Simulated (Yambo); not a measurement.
## Optical response of RbO2H3

```
RbO2H3
1.0
    2.11052    -5.43729     0.00000
    2.11052     5.43729     0.00000
    0.00000     0.00000     5.93979
H O Rb
6 4 2
Cartesian
  2.11052  -0.11299   5.81149
  2.11052   0.11299   2.84160
  3.40634   1.17337   4.16112
  0.81470  -1.17337   1.19122
  0.81470   1.17337   4.16112
  3.40634  -1.17337   1.19122
  2.11052   3.71247   1.45269
  2.11052  -3.71247   4.42259
  2.11052  -0.36321   0.81042
  2.11052   0.36321   3.78032
  2.11052   3.76608   4.36800
  2.11052  -3.76608   1.39811
```

Yambo, RPA with local fields on PBEsol bands; 4×4×4 mesh, 103 bands, 3 Ry local-field block, 0.2 eV broadening; field along y.

```csv
E (eV),Im ε,Re ε,"Im ε, independent particles"
0.0,0.00,2.29,0.00
0.4,0.00,2.29,0.00
0.8,0.00,2.30,0.00
1.1,0.01,2.30,0.01
1.5,0.01,2.32,0.01
1.9,0.01,2.33,0.01
2.2,0.01,2.35,0.01
2.6,0.02,2.38,0.02
3.0,0.02,2.41,0.02
3.4,0.03,2.46,0.03
3.8,0.03,2.51,0.04
4.1,0.05,2.58,0.05
4.5,0.08,2.68,0.09
4.9,0.18,2.79,0.21
5.2,0.30,2.91,0.34
5.6,0.37,2.95,0.43
6.0,0.70,3.03,0.82
6.4,0.87,2.89,1.00
6.8,0.88,2.99,1.06
7.1,1.35,2.94,1.62
7.5,1.46,2.54,1.56
7.9,1.63,2.25,1.71
8.2,1.35,2.02,1.42
8.6,1.27,2.02,1.32
9.0,1.27,1.91,1.30
9.4,1.10,1.87,1.14
9.8,1.23,2.05,1.45
10.1,1.19,1.77,1.39
10.5,1.11,1.88,1.33
10.9,1.27,1.90,1.53
11.2,1.34,1.75,1.57
11.6,1.19,1.66,1.34
12.0,1.26,1.68,1.44
12.4,1.36,1.46,1.41
12.8,1.01,1.37,1.11
13.1,0.92,1.53,1.29
13.5,0.95,1.62,1.39
13.9,1.02,1.67,1.64
14.2,1.06,1.69,1.77
14.6,1.14,1.64,1.76
15.0,1.15,1.70,1.67
15.4,1.25,1.68,2.15
15.8,1.38,1.61,2.73
16.1,1.42,1.53,2.63
16.5,1.54,1.42,2.88
16.9,1.51,1.22,2.43
17.2,1.46,1.06,2.06
17.6,1.22,0.96,1.87
18.0,1.17,1.08,2.30
18.4,1.20,1.15,2.61
18.8,1.24,1.06,2.56
19.1,1.17,1.05,2.35
19.5,1.21,1.16,2.06
19.9,1.32,1.01,1.72
```

Structure narrower than a few tenths of an eV can come from the finite k mesh. Convergence of the RPA response with its 4×4×4 mesh was not tested. No excitonic effects at this level.

Geometry of the Materials Project entry, not relaxed at this level.

The structure is a Materials Project entry; no match was found in the copy of COD used, and its stability was not checked.
